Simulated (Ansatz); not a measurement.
Density of states of Mn2ZnAs2

```cif
data_structure
_symmetry_space_group_name_H-M 'P-3m1'
_symmetry_Int_Tables_number 164
_cell_length_a 4.0990
_cell_length_b 4.0990
_cell_length_c 6.5720
_cell_angle_alpha 90.000
_cell_angle_beta 90.000
_cell_angle_gamma 120.000
_cell_volume 95.63
loop_
_atom_site_label
_atom_site_type_symbol
_atom_site_symmetry_multiplicity
_atom_site_Wyckoff_symbol
_atom_site_fract_x
_atom_site_fract_y
_atom_site_fract_z
_atom_site_occupancy
Mn1 Mn 2 d 0.33333 0.66667 0.36944 1
Zn1 Zn 1 a 0.00000 0.00000 0.00000 1
As1 As 2 d 0.33333 0.66667 0.76793 1
```

The runs use the primitive cell with vectors (4.099, 0.000, 0.000), (-2.050, 3.550, 0.000), (0.000, 0.000, 6.572) Å, to which the k mesh refers.

The cell comes from COD entry 1536588, which wasn't checked; take it as a given geometry.

Runs of this kind can end on a higher state of the open shell or of the magnetic order, so this needn't be the ground state of the method.

These are results of Ansatz 0.2.0, DFT, PBE, all-electron LAPW, scalar-relativistic, not measurements.

The runs use a Γ-centred 8×8×4 k mesh, Fermi–Dirac smearing of 0.05 eV, basis error target 1 meV/atom, spin-polarised from start moments Mn1 4, Mn2 4 μB, ending with a cell moment of 7.48 μB.

Question: Which of the resolved shells contributes most within 0.3 eV of the Fermi level?

Answer: Mn 3d, with 66 % of all states there; As 4p follows with 21 %.

Question: Where is the centre of the filled Mn 3d states between -14 eV and the top of the filled states?

Answer: -2.32 eV from the Fermi level.

Question: Tabulate the density of states.

Answer: States per eV and cell, averaged over 0.6 eV, from -5.8 to 3.6 eV, with energies (bin centres) from the Fermi level; empty bins are left out. The partial columns, the largest 4 alone, are projections on Löwdin-orthogonalised atomic shells (those that the program's projection atoms carry: the occupied ones and, for some elements, an empty d or f shell; other empty shells have no column), summed over atoms of an element and both spins. Weights on diffuse s and p shells depend on that basis and aren't pure angular character.
| E (eV) | spin-up | spin-down | Mn 3d | As 4p | Zn 4s | Mn 4s |
| --- | --- | --- | --- | --- | --- | --- |
| -5.6 | 1.54 | 0.93 | 0.28 | 1.28 | 0.59 | 0.12 |
| -5.0 | 1.02 | 0.85 | 0.23 | 1.12 | 0.17 | 0.21 |
| -4.4 | 1.45 | 1.00 | 0.53 | 1.47 | 0.03 | 0.28 |
| -3.8 | 2.75 | 1.09 | 1.57 | 1.91 | 0.03 | 0.17 |
| -3.2 | 3.68 | 1.49 | 2.79 | 2.00 | 0.02 | 0.14 |
| -2.6 | 3.83 | 1.85 | 3.74 | 1.61 | 0.03 | 0.09 |
| -2.0 | 4.96 | 2.49 | 4.98 | 2.01 | 0.07 | 0.10 |
| -1.4 | 2.24 | 0.31 | 1.58 | 0.66 | 0.09 | 0.07 |
| -0.8 | 1.57 | 0.36 | 1.02 | 0.54 | 0.11 | 0.07 |
| -0.2 | 1.65 | 2.61 | 2.73 | 0.88 | 0.19 | 0.10 |
| 0.4 | 1.37 | 2.57 | 2.43 | 0.90 | 0.21 | 0.08 |
| 1.0 | 0.95 | 3.66 | 3.22 | 0.62 | 0.29 | 0.09 |
| 1.6 | 0.67 | 4.25 | 3.60 | 0.50 | 0.36 | 0.12 |
| 2.2 | 0.54 | 2.64 | 1.81 | 0.67 | 0.25 | 0.10 |
| 2.8 | 0.29 | 1.91 | 1.12 | 0.53 | 0.11 | 0.12 |
| 3.4 | 1.03 | 0.40 | 0.19 | 0.21 | 0.05 | 0.28 |
